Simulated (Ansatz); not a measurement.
PbF2:
```
CELL_PARAMETERS angstrom
      0.00000     2.90569     2.90569
      2.90569     0.00000     2.90569
      2.90569     2.90569     0.00000
ATOMIC_POSITIONS crystal
  Pb 0.00000 0.00000 0.00000
  F  0.25000 0.25000 0.25000
  F  0.75000 0.75000 0.75000
```

Relaxed with LDA. Special points in fractions of this cell's reciprocal vectors: Γ (0.000, 0.000, 0.000); X (0.500, 0.000, 0.500); U (0.625, 0.250, 0.625); K (0.375, 0.375, 0.750); L (0.500, 0.500, 0.500); W (0.500, 0.250, 0.750).

**Question.** List the band energies nearest the valence-band maximum at these points for LDA in the plane-wave PAW code Ansatz.

**Answer.** In eV from the valence-band maximum; about four levels below and three above (degenerate sets whole), none deeper than 8.9 eV; … stands for higher levels left out; points with the same levels are listed once.

| k | below | above |
|---|---|---|
| Γ | -2.87 -2.87 -2.87 -2.36 -2.36 -2.36 | … |
| X | -1.89 -1.87 -1.87 -0.17 | 4.25 … |
| U | -2.46 -2.04 -1.90 -0.04 | 5.22 6.58 … |
| L | -3.14 -3.14 -2.52 -2.52 -0.06 | 4.83 … |
| W | -3.14 -3.14 -1.96 -1.80 0.00 | 6.01 6.01 … |

Space group Fm-3m (fluorite). The cell was relaxed with LDA under the symmetry of its start; phonons on a q-mesh show no instability. Spin–orbit coupling is left out wherever it is not named.

Potentials: the later of the program's two PAW sets.
